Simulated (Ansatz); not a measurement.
C:
```cif
data_C42
_chemical_formula_sum 'C42'
_space_group_name_H-M_alt 'R-3m :H'
_space_group_IT_number 166
_space_group_name_Hall '-R 3 2"'
_cell_length_a 2.51311
_cell_length_b 2.51311
_cell_length_c 43.34175
_cell_angle_alpha 90.000
_cell_angle_beta 90.000
_cell_angle_gamma 120.000
loop_
_atom_site_label
_atom_site_type_symbol
_atom_site_symmetry_multiplicity
_atom_site_Wyckoff_symbol
_atom_site_fract_x
_atom_site_fract_y
_atom_site_fract_z
_atom_site_occupancy
C1 C 6 c 0.00000 0.00000 0.08954 1
C2 C 6 c 0.00000 0.00000 0.05341 1
C3 C 6 c 0.00000 0.00000 0.29186 1
C4 C 6 c 0.00000 0.00000 0.32740 1
C5 C 6 c 0.00000 0.00000 0.23186 1
C6 C 6 c 0.00000 0.00000 0.19632 1
C7 C 6 c 0.00000 0.00000 0.48222 1
```
(The calculation used a cell of 14 atoms; values per cell refer to that cell.)

Relaxed with r²SCAN.

Problem. Which orbitals make up the states near the band edges in r²SCAN (plane waves, PAW; program Ansatz)?

Solution. Top 1 eV of the valence band: C 2p 99 %. Bottom 1 eV of the conduction band: C 2p 54 %, C 2s 37 %, outside the projected shells 9 %. Projections are on Löwdin-orthogonalised atomic valence shells; empty p or d shells of many metals are not among them.

Problem. Tabulate the density of states.

Solution. States/eV per cell of 14 atoms, in 0.25 eV bins, energy from the valence-band maximum.

| E (eV) | total | C 2p | C 2s |
|---|---|---|---|
| -7.85 | 3.76 | 3.31 | 0.44 |
| -7.60 | 3.81 | 3.38 | 0.42 |
| -7.35 | 4.00 | 3.58 | 0.41 |
| -7.10 | 4.51 | 4.08 | 0.42 |
| -6.85 | 4.54 | 4.15 | 0.38 |
| -6.60 | 4.61 | 4.25 | 0.35 |
| -6.35 | 4.90 | 4.54 | 0.34 |
| -6.10 | 4.77 | 4.43 | 0.33 |
| -5.85 | 4.97 | 4.65 | 0.31 |
| -5.60 | 4.54 | 4.25 | 0.28 |
| -5.35 | 5.28 | 5.00 | 0.27 |
| -5.10 | 4.79 | 4.54 | 0.24 |
| -4.85 | 4.99 | 4.76 | 0.22 |
| -4.60 | 4.88 | 4.67 | 0.20 |
| -4.35 | 4.69 | 4.49 | 0.18 |
| -4.10 | 4.80 | 4.62 | 0.17 |
| -3.85 | 4.85 | 4.68 | 0.15 |
| -3.60 | 4.65 | 4.51 | 0.13 |
| -3.35 | 4.20 | 4.08 | 0.11 |
| -3.10 | 3.65 | 3.55 | 0.09 |
| -2.85 | 2.90 | 2.81 | 0.08 |
| -2.60 | 2.47 | 2.40 | 0.07 |
| -2.35 | 2.12 | 2.06 | 0.05 |
| -2.10 | 1.82 | 1.77 | 0.04 |
| -1.85 | 1.56 | 1.52 | 0.03 |
| -1.60 | 1.34 | 1.31 | 0.03 |
| -1.35 | 1.15 | 1.12 | 0.02 |
| -1.10 | 0.94 | 0.92 | 0.01 |
| -0.85 | 0.76 | 0.74 | 0.01 |
| -0.60 | 0.57 | 0.56 | 0.00 |
| -0.35 | 0.37 | 0.36 | 0.00 |
| -0.10 | 0.10 | 0.10 | 0.00 |
| 0.15 | 0.00 | 0.00 | 0.00 |
| 0.40 | 0.00 | 0.00 | 0.00 |
| 0.65 | 0.00 | 0.00 | 0.00 |
| 0.90 | 0.00 | 0.00 | 0.00 |
| 1.15 | 0.00 | 0.00 | 0.00 |
| 1.40 | 0.00 | 0.00 | 0.00 |
| 1.65 | 0.00 | 0.00 | 0.00 |
| 1.90 | 0.00 | 0.00 | 0.00 |
| 2.15 | 0.00 | 0.00 | 0.00 |
| 2.40 | 0.00 | 0.00 | 0.00 |
| 2.65 | 0.00 | 0.00 | 0.00 |
| 2.90 | 0.00 | 0.00 | 0.00 |
| 3.15 | 0.00 | 0.00 | 0.00 |
| 3.40 | 0.00 | 0.00 | 0.00 |
| 3.65 | 0.00 | 0.00 | 0.00 |
| 3.90 | 0.00 | 0.00 | 0.00 |
| 4.15 | 0.00 | 0.00 | 0.00 |
| 4.40 | 0.00 | 0.00 | 0.00 |
| 4.65 | 0.11 | 0.06 | 0.05 |
| 4.90 | 0.87 | 0.43 | 0.36 |
| 5.15 | 1.41 | 0.73 | 0.55 |
| 5.40 | 1.80 | 1.00 | 0.64 |
| 5.65 | 2.67 | 1.59 | 0.81 |
| 5.90 | 4.42 | 2.85 | 1.08 |
| 6.15 | 3.76 | 2.38 | 0.95 |
| 6.40 | 3.99 | 2.56 | 0.95 |
| 6.65 | 4.15 | 2.70 | 0.95 |
| 6.90 | 3.88 | 2.59 | 0.83 |
| 7.15 | 4.33 | 2.94 | 0.87 |
| 7.40 | 4.49 | 3.09 | 0.84 |
| 7.65 | 4.41 | 3.10 | 0.77 |
| 7.90 | 4.68 | 3.27 | 0.80 |
| 8.15 | 5.73 | 4.00 | 0.98 |
| 8.40 | 6.08 | 4.31 | 0.97 |
| 8.65 | 5.64 | 4.05 | 0.85 |
| 8.90 | 5.68 | 4.02 | 0.93 |
| 9.15 | 6.42 | 4.32 | 1.28 |
| 9.40 | 6.53 | 4.37 | 1.35 |

The start of the workflow was typed in or built on a structure type; the Crystallography Open Database files this formula in space group No. 166, but the cells were not matched. It is not the phase usual at ambient conditions (space group No. 194, 227). The r²SCAN relaxation kept the symmetry of its start; its stability against distortions is not shown here.

Potentials: the later of the program's two PAW sets.
